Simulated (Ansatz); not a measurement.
# Eigenvalues along a path: ZnIr

```xyz
2
Lattice="2.5208 0.0000 0.0000 -1.2604 2.1831 0.0000 0.0000 0.0000 3.7904" Properties=species:S:1:pos:R:3 pbc="T T T"
Zn    1.2604    0.7277    1.8952
Ir    0.0000    0.0000    0.0000
```

The base volume is that of a database entry, with shape and atoms relaxed on PAW files at held volume, so it needn't be at zero pressure; the structure needn't be the stable phase, at rest or compressed.

Computed with Ansatz 0.2.0; functional PBEsol, scalar-relativistic. Settings: a Γ-centred 15×15×9 k mesh, Fermi–Dirac smearing of 0.05 eV, no spin polarisation. Methods: LAPW: all electrons, basis error target 1 meV/atom.

This run: volume at 0.75 of the series' base cell.

Spin–orbit coupling is left out, which matters for the heavy atoms.

Path points, in fractions of the reciprocal vectors: Γ (0.000, 0.000, 0.000), M (0.500, 0.000, 0.000), K (0.333, 0.333, 0.000), A (0.000, 0.000, 0.500), L (0.500, 0.000, 0.500), H (0.333, 0.333, 0.500). Levels in eV from the Fermi level; bands 24 to 38, counted from the lowest band of the run. The gap is zero, the pressure 125.6 GPa.

```
# k(1/Å) point b24 b25 b26 b27 b28 b29 b30 b31 b32 b33 b34 b35 b36 b37 b38
0.000 Γ -13.47 -10.14 -8.28 -8.28 -7.81 -7.81 -6.56 -4.03 -4.03 -1.43 -0.03 -0.03 7.94 14.34 20.04
0.240 - -13.18 -9.98 -8.35 -8.21 -7.89 -7.84 -6.41 -4.25 -3.72 -2.58 -0.08 1.31 7.91 14.92 17.44
0.480 - -12.38 -9.62 -8.49 -8.12 -8.02 -7.93 -6.07 -4.57 -3.95 -2.84 -0.23 3.23 7.78 13.43 16.21
0.720 - -11.27 -9.42 -8.50 -8.48 -8.06 -7.75 -6.06 -5.00 -4.00 -1.45 -0.42 5.13 7.31 10.53 14.19
0.959 - -10.25 -9.56 -8.90 -8.18 -8.12 -7.47 -6.20 -5.66 -2.68 -0.59 0.22 6.01 6.78 9.08 12.47
1.199 - -9.89 -9.67 -9.23 -8.27 -7.41 -7.25 -6.01 -5.92 -1.95 -0.71 1.80 5.16 7.88 8.67 11.15
1.439 M -9.94 -9.64 -9.36 -8.30 -7.17 -7.15 -6.12 -5.44 -2.11 -0.75 2.51 5.32 8.25 8.52 10.60
1.578 - -9.86 -9.58 -9.37 -8.30 -7.41 -6.96 -6.08 -5.31 -2.19 -0.93 2.37 5.29 8.53 8.79 10.02
1.716 - -9.69 -9.42 -9.40 -8.31 -7.70 -6.71 -5.98 -4.97 -2.43 -1.38 2.10 5.17 8.42 9.27 9.86
1.854 - -9.49 -9.43 -9.17 -8.30 -7.99 -6.32 -5.84 -4.53 -2.82 -1.94 1.91 4.91 6.91 10.32 11.03
1.993 - -9.48 -9.30 -8.93 -8.30 -8.25 -5.74 -5.68 -4.11 -3.31 -2.47 1.89 4.54 5.50 11.51 12.47
2.131 - -9.51 -9.15 -8.77 -8.46 -8.30 -5.55 -5.03 -3.92 -3.70 -2.84 2.02 4.01 4.60 12.65 13.98
2.270 K -9.53 -9.10 -8.69 -8.55 -8.30 -5.51 -4.51 -4.24 -3.67 -2.97 2.10 3.68 4.36 13.26 14.98
2.547 - -9.44 -9.19 -8.80 -8.50 -8.30 -5.60 -5.25 -4.91 -3.40 -2.56 2.05 4.73 5.29 11.52 11.99
2.824 - -9.46 -9.13 -8.93 -8.78 -8.26 -6.58 -5.58 -5.47 -3.85 -1.74 1.66 6.62 7.19 8.94 9.85
3.101 - -10.62 -9.13 -8.80 -8.66 -8.15 -7.44 -5.52 -5.20 -4.73 -0.95 -0.20 6.37 7.33 10.07 10.95
3.378 - -12.05 -9.48 -8.58 -8.20 -7.99 -7.91 -5.83 -4.89 -4.28 -2.30 -0.39 3.91 7.73 13.39 13.63
3.655 - -13.09 -9.93 -8.37 -8.19 -7.91 -7.86 -6.36 -4.33 -3.61 -2.80 -0.11 1.60 7.90 15.08 16.98
3.932 Γ -13.47 -10.14 -8.28 -8.28 -7.81 -7.81 -6.56 -4.03 -4.03 -1.43 -0.03 -0.03 7.94 14.34 20.04
4.070 - -13.37 -10.12 -8.29 -8.29 -7.81 -7.81 -6.61 -4.01 -4.01 -1.75 -0.03 -0.03 8.34 14.31 20.03
4.208 - -13.07 -10.07 -8.32 -8.32 -7.83 -7.83 -6.78 -3.94 -3.94 -2.54 -0.05 -0.05 9.35 14.26 19.10
4.346 - -12.61 -10.02 -8.35 -8.35 -7.85 -7.85 -7.07 -3.85 -3.85 -3.49 -0.07 -0.07 10.59 14.21 18.46
4.484 - -12.00 -10.03 -8.37 -8.37 -7.88 -7.88 -7.45 -4.31 -3.75 -3.75 -0.10 -0.10 11.68 14.19 18.40
4.622 - -11.32 -10.20 -8.38 -8.38 -7.91 -7.91 -7.83 -4.84 -3.67 -3.67 -0.13 -0.13 12.35 14.18 18.60
4.760 A -10.79 -10.53 -8.38 -8.38 -7.99 -7.92 -7.92 -5.01 -3.64 -3.64 -0.14 -0.14 12.57 14.16 18.49
5.000 - -10.46 -10.37 -8.47 -8.31 -8.03 -8.02 -7.91 -4.81 -3.84 -3.36 -0.31 -0.27 13.03 14.89 16.74
5.240 - -9.94 -9.74 -8.67 -8.12 -8.10 -8.03 -7.88 -4.79 -3.73 -2.53 -0.74 -0.63 13.75 14.34 16.60
5.480 - -9.65 -9.49 -8.73 -8.03 -7.87 -7.83 -7.61 -4.70 -2.90 -1.23 -1.22 -1.11 11.13 14.92 15.60
5.720 - -9.80 -9.64 -8.77 -7.88 -7.63 -7.52 -7.36 -3.28 -1.84 -1.67 -1.57 0.39 8.69 13.06 14.56
5.960 - -10.00 -9.82 -8.87 -7.90 -7.89 -7.27 -6.52 -1.98 -1.95 -1.92 -0.26 1.88 6.92 10.58 14.06
6.199 L -10.08 -9.89 -8.91 -8.01 -7.89 -7.18 -6.13 -2.11 -2.04 -1.57 0.85 2.53 6.26 9.31 13.86
6.338 - -10.03 -9.82 -8.90 -8.00 -7.84 -7.25 -6.10 -2.72 -1.59 -1.43 0.28 3.16 6.28 9.21 13.30
6.476 - -9.89 -9.65 -8.86 -8.08 -7.55 -7.43 -6.04 -3.36 -1.72 -0.77 -0.55 4.26 6.35 8.94 12.15
6.615 - -9.66 -9.43 -8.81 -8.21 -7.69 -7.00 -5.96 -3.95 -2.26 -0.96 -0.11 5.43 6.40 8.55 10.88
6.753 - -9.38 -9.23 -8.75 -8.37 -7.98 -6.27 -5.86 -4.47 -3.05 -1.03 0.53 6.35 6.57 8.13 9.77
6.892 - -9.12 -9.07 -8.71 -8.52 -8.24 -5.74 -5.49 -4.87 -3.77 -1.03 1.05 6.16 7.52 7.91 9.09
7.030 H -8.99 -8.98 -8.71 -8.60 -8.36 -5.66 -5.07 -5.05 -4.12 -1.03 1.27 6.00 7.58 8.32 8.89
7.307 - -9.27 -9.16 -8.64 -8.41 -8.24 -5.96 -5.70 -4.41 -4.01 -1.11 0.50 6.07 6.94 9.06 9.38
7.584 - -9.45 -9.29 -8.54 -8.36 -8.16 -6.56 -6.13 -4.86 -3.19 -1.68 -0.55 3.10 9.02 10.61 12.11
7.861 - -9.44 -9.30 -8.72 -8.38 -7.98 -7.35 -6.81 -5.45 -2.65 -1.92 -0.94 0.19 11.27 12.75 15.23
8.138 - -9.77 -9.52 -8.75 -8.21 -7.98 -7.94 -7.83 -4.97 -3.62 -2.00 -0.92 -0.77 13.63 14.59 15.85
8.415 - -10.35 -10.31 -8.50 -8.29 -8.04 -8.04 -7.90 -4.76 -3.90 -3.26 -0.36 -0.32 13.17 15.12 16.42
8.692 A -10.79 -10.53 -8.38 -8.38 -7.99 -7.92 -7.92 -5.01 -3.64 -3.64 -0.14 -0.14 12.57 14.16 18.49
```
